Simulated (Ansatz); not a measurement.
Eigenvalues along a path: C (bcc type)

```
C
1.0
    -0.86280    0.86280    0.86280
     0.86280   -0.86280    0.86280
     0.86280    0.86280   -0.86280
C
1
Direct
  0.00000 0.00000 0.00000
```

The cell comes from a relaxation on PAW files under the same functional, begun from a prototype that needn't be the stable phase.

All numbers are PBEsol results (scalar-relativistic) from Ansatz 0.2.0, with a Γ-centred 22×22×22 k mesh, Fermi–Dirac smearing of 0.08 eV, no spin polarisation. Methods: LAPW: all electrons, basis error target 1 meV/atom.

This run: volume at 0.4 of the series' base cell.

The structure type is held throughout; the real material can change phase at far lower pressure.

Path points, in fractions of the reciprocal vectors: Γ (0.000, 0.000, 0.000), H (0.500, -0.500, 0.500), N (0.000, 0.000, 0.500), P (0.250, 0.250, 0.250). The distance column jumps between branches of the path. Levels in eV from the Fermi level; bands 2 to 5, counted from the lowest band of the run. The gap is zero, the pressure 1122 GPa.

```
# k(1/Å) point b2 b3 b4 b5
0.000 Γ -38.50 21.93 21.93 21.93
0.455 - -37.91 20.25 20.25 21.31
0.910 - -36.14 15.83 15.83 19.95
1.365 - -33.17 10.25 10.25 18.67
1.821 - -29.00 4.83 4.83 17.93
2.276 - -23.63 0.27 0.27 17.81
2.731 - -17.18 -3.13 -3.13 14.00
3.186 - -10.18 -5.20 -5.20 11.64
3.641 H -5.90 -5.90 -5.90 10.85
3.963 - -7.56 -6.47 -5.55 11.94
4.285 - -10.94 -7.79 -4.51 14.54
4.607 - -14.46 -9.26 -2.80 16.69
4.928 - -17.56 -10.55 -0.48 17.18
5.250 - -20.05 -11.54 2.34 17.03
5.572 - -21.86 -12.22 5.41 16.72
5.894 - -22.95 -12.61 8.13 16.46
6.216 N -23.32 -12.74 9.32 16.36
6.538 - -25.03 -10.42 9.64 16.56
6.859 - -28.16 -5.48 10.59 17.14
7.181 - -31.20 0.45 12.12 18.03
7.503 - -33.80 6.76 14.17 19.11
7.825 - -35.85 12.84 16.59 20.20
8.147 - -37.32 17.84 19.08 21.12
8.469 - -38.20 20.93 21.11 21.72
8.790 Γ -38.50 21.93 21.93 21.93
9.185 - -38.06 20.29 21.24 21.24
9.579 - -36.73 16.63 18.66 18.66
9.973 - -34.53 12.64 13.86 13.86
10.367 - -31.45 7.89 7.89 9.11
10.761 - -27.52 1.92 1.92 6.28
11.155 - -22.76 -3.43 -3.43 4.20
11.550 - -17.28 -7.90 -7.90 2.84
11.944 P -11.37 -11.37 -11.37 2.29
12.338 - -13.78 -13.78 -6.09 3.32
12.732 - -15.12 -15.12 -3.60 7.57
13.126 - -15.38 -15.38 -3.31 13.44
13.520 - -14.59 -14.59 -3.75 17.82
13.915 - -12.80 -12.80 -4.44 19.54
14.309 - -10.22 -10.22 -5.16 19.64
14.703 - -7.38 -7.38 -5.70 13.45
15.097 H -5.90 -5.90 -5.90 10.85
18.250 P -11.37 -11.37 -11.37 2.29
18.478 - -14.14 -11.43 -8.25 2.52
18.706 - -16.56 -11.61 -4.80 3.19
18.933 - -18.62 -11.86 -1.05 4.21
19.161 - -20.31 -12.13 2.95 5.47
19.388 - -21.62 -12.37 6.83 7.12
19.616 - -22.57 -12.57 8.08 11.24
19.843 - -23.13 -12.69 8.99 14.78
20.071 N -23.32 -12.74 9.32 16.36
```
